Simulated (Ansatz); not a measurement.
AlBO3 (space group R-3c)

```
AlBO3
1.0
    2.21901     1.28115     4.52168
   -2.21901     1.28115     4.52168
    0.00000    -2.56230     4.52168
Al B O
2 2 6
Direct
  0.50000   0.50000   0.50000
  0.00000   0.00000   0.00000
  0.75000   0.75000   0.75000
  0.25000   0.25000   0.25000
  0.75000   0.44083   0.05917
  0.25000   0.55917   0.94083
  0.05917   0.75000   0.44083
  0.94083   0.25000   0.55917
  0.44083   0.05917   0.75000
  0.55917   0.94083   0.25000
```

A phonon eigenvector at Γ is frozen into this cell: atom i moves by Q times the vector below, so Q is the largest atomic displacement, in Å. The cell is held.

| atom | x | y | z |
|---|---|---|---|
| Al1 | 0.000 | 0.000 | -0.554 |
| Al2 | 0.000 | 0.000 | -0.554 |
| B3 | 0.000 | 0.000 | 1.000 |
| B4 | 0.000 | 0.000 | 1.000 |
| O5 | -0.662 | -0.382 | 0.086 |
| O6 | -0.662 | -0.382 | 0.086 |
| O7 | 0.662 | -0.382 | 0.086 |
| O8 | 0.662 | -0.382 | 0.086 |
| O9 | 0.000 | 0.765 | 0.086 |
| O10 | 0.000 | 0.765 | 0.086 |

Level of theory: LDA (plane waves to 420 eV, PAW, scalar-relativistic; Ansatz, a first-principles code). k mesh 9×9×9 (Γ-centred), Fermi-Dirac smearing 0.05 eV. Energies are smeared free energies. AlBO3 was relaxed with its symmetry unable to fall. ΔE is measured from the undisplaced structure.

```csv
Q (Å),ΔE (meV/cell)
-0.280,3973
-0.187,1647
-0.093,394
0.000,0
0.093,394
0.187,1647
0.280,3973
```

Q: Which DFPT wavenumber at Γ belongs to this mode?
A) 322 cm⁻¹
B) 505 cm⁻¹
C) 1270 cm⁻¹
D) 667 cm⁻¹

A: B, 505 cm⁻¹. The curvature of the scan gives 505 cm⁻¹

(A displaced cell: forces are minus the slopes of the energy, force constants its curvatures, and phonons follow from these.)
